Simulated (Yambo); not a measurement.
Absorption of Cs₂CaH₄ (space group I4/mmm, No. 139) with and without the electron-hole interaction (Yambo, PBEsol bands; 6×6×6 mesh, 4 valence and 9 conduction bands, static screening with 76 bands and a 3 Ry block, scissor 2.33 eV, Tamm-Dancoff; field along x). Axes are Cartesian, with cell vectors (Å) (-2.30, 2.30, 7.75), (2.30, -2.30, 7.75), (2.30, 2.30, -7.75).

```
E (eV)  Im ε, BSE  Im ε, independent quasiparticles
------  ---------  --------------------------------
3.52         0.18                              0.04
3.62         0.21                              0.05
3.72         0.25                              0.05
3.82         0.31                              0.06
3.92         0.39                              0.06
4.02         0.52                              0.07
4.12         0.73                              0.07
4.22         1.12                              0.08
4.32         1.93                              0.09
4.42         3.46                              0.10
4.52         4.14                              0.12
4.62         2.80                              0.14
4.72         2.01                              0.17
4.82         2.00                              0.22
4.92         2.71                              0.31
5.02         4.16                              0.49
5.13         5.71                              0.79
5.23         4.99                              0.86
5.33         4.02                              0.65
5.43         3.99                              0.58
5.53         3.47                              0.70
5.63         2.75                              1.03
5.73         2.68                              1.48
5.83         2.84                              1.54
5.93         2.91                              1.63
6.03         2.76                              1.93
6.13         2.44                              2.13
6.23         2.17                              2.12
6.33         2.23                              2.13
6.43         2.52                              2.25
6.53         2.83                              2.44
6.63         3.10                              2.64
6.73         3.31                              2.76
6.83         3.48                              2.99
6.93         3.63                              3.04
7.03         3.33                              2.98
7.13         3.07                              3.09
7.24         2.64                              3.20
7.34         2.12                              3.09
7.44         1.86                              3.05
7.54         1.61                              2.95
7.64         1.43                              2.74
7.74         1.22                              2.63
7.84         1.10                              2.67
7.94         0.98                              2.94
8.04         0.92                              3.22
8.14         0.86                              3.35
8.24         0.83                              3.63
8.34         0.75                              4.02
8.44         0.64                              3.99
8.54         0.55                              3.71
8.64         0.45                              3.51
8.74         0.38                              3.43
```

The scissor comes from a G0W0 run whose convergence isn't established. Broadening 0.15 eV. The band window holds all transitions up to 8.8 eV. Fine structure above the onset can come from the mesh.

Geometry of the Materials Project entry, not relaxed at this level; primitive cell a = 8.409 Å, b = 8.409 Å, c = 8.409 Å, α = 148.23°, β = 148.23°, γ = 45.54°.

The structure is a Materials Project entry; no match was found in the copy of COD used, and its stability was not checked.
